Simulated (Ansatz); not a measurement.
# EuMnSbF with kpoints.mp_grid.shift changed

Computed with the plane-wave PAW code Ansatz (scalar-relativistic, PAW set soft_2): PBEsol, collinear spin, 420 eV cutoff, k-mesh 8×8×4. These are the settings of the reference run.

Cell:

```
Eu Mn Sb F
1.0
     3.99987    0.00000    0.00000
     0.00000    3.99987    0.00000
     0.00000    0.00000    9.26305
Eu Mn Sb F
2 2 2 2
Direct
  0.50000 0.00000 0.15628
  0.00000 0.50000 0.84372
  0.00000 0.00000 0.50000
  0.50000 0.50000 0.50000
  0.00000 0.50000 0.32446
  0.50000 0.00000 0.67554
  0.50000 0.50000 0.00000
  0.00000 0.00000 0.00000
```

The reference run of this cell is solved again as a single point with these keys changed:

| key | reference run | changed run |
| --- | --- | --- |
| kpoints.mp_grid.shift | not typed | [0.5, 0.5, 0.5] |

Problem. How far do the results move?

Solution. 

| quantity | reference run | changed run |
| --- | --- | --- |
| energy, changed less reference (meV an atom) | 0 | -0.2 |
| pressure (GPa) | 0.0 | -0.5 |
| largest force (eV/Å) | 0.00 | 0.06 |
| gap on the mesh (eV) | 0.00 | 0.00 |
| moment of the cell (μB) | 9.11 | 17.68 |

The energy moves by 0.2 meV an atom (0.00 eV for the cell); most telling is the moment of the cell, from 9.11 to 17.68. It took 27 iterations.

Caveats: the reference run: 4f shell without a U, which puts 4f levels too near the Fermi level; the reference run: net starting moment not kept; the reference run: open f or d shells may hold a state above the lowest; a single point, atoms not relaxed again.
